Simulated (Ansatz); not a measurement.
The elements of this relaxed trial crystal are hidden behind letters.

```
lattice vectors (Å)
   3.1598    1.8243    5.0009
  -3.1598    1.8243    5.0009
   0.0000   -3.6486    5.0009
fractional positions
X 0.0000 0.5000 0.5000
X 0.5000 0.0000 0.5000
X 0.5000 0.5000 0.0000
Z 0.5000 0.5000 0.5000
Q 0.7758 0.7758 0.7758
Q 0.2242 0.2242 0.2242
```

These are results of Ansatz, DFT PBE, scalar-relativistic, plane waves, PAW, not measurements. The final run on the 6-atom cell used 420 eV, a Γ-centred 6×6×6 mesh, 0.10 eV smearing and no spin polarisation.

```
Space group                              : R-3m (No. 166)
Conventional cell                        : a = 6.320 Å, c = 15.003 Å
Volume per atom                          : 28.83 Å³
Density                                  : 2.39 g/cm³
Energy over the elements                 : −0.35 eV/atom
Gap on the 6×6×6 mesh of the 6-atom cell : 0.03 eV by band count, less than the smearing, so the run treats it as a metal
```

Energies are uncorrected and count from the elements' standard states at the same level.

Problem. X is an s-block element of period 3, Z is a d-block element of period 5 and Q is a p-block element of period 3. Which elements are they?

Solution. X = Mg, Z = Cd, Q = S, so the formula is Mg3CdS2. Density times volume gives a mean mass of 2.39 × 28.83/1.6605 = 41.5 u per atom, and this set has 41.6 u. Around Mg lie 2 S at 2.45 Å, 2 Cd at 3.10 Å and 4 Mg at 3.16 Å; Cd is surrounded by 6 Mg at 3.10 Å; S has 3 Mg at 2.45 Å. Other sets within the hints have nearly the same mass, so mass alone doesn't settle it; this one was computed.

Symmetry constrained the relaxation, so the result can be a saddle point. Another cell of Mg3CdS2 relaxed alike, in P6/mmm, lies 299 meV/atom lower, so this cell isn't the stable form at this level.
